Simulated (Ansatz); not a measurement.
## Sensitivity of the gradients in CO2 to the input

Cell: a Materials Project structure (computed, not necessarily an observed phase).

Space group Pa-3 (No. 205); a = 5.4971 Å.

| site | Wyckoff | site symmetry | x | y | z |
| --- | --- | --- | --- | --- | --- |
| C | 4a | .-3. | 0.0000 | 0.0000 | 0.0000 |
| O | 8c | .3. | 0.1225 | 0.1225 | 0.1225 |

One atom of each set is listed.

Reference run. The numbers come from a DFT calculation in Ansatz (PBE, plane waves and PAW, scalar-relativistic, 420 eV cutoff, Γ-centred 4×4×4 k-points, Fermi–Dirac smearing 0.02 eV).

**Question.** The input is changed as follows: `basis.ecutwfc`: not typed → 800 eV; `scf.occupations.width`: 0.02 → 0.05; `scf.algorithm`: not typed → density_mixing. What happens to V_zz (10²¹ V/m²) and η?

**Answer.** 

```tsv
site	V_zz reference	η reference	V_zz changed	η changed
C	-2.94	0.00	-2.99	0.00
O	7.14	0.00	7.14	0.00
```

The largest change of V_zz is on C, from -2.94 to -2.99. In per cent, |V_zz| changes by +2 on C, 0 on O (all sites that start above 0.5). The gap of 6.9 eV is far wider than the smearing, so the levels stay full or empty whatever the smearing's form; with a small gap this would fail. SCF iterations: 7 and 7.
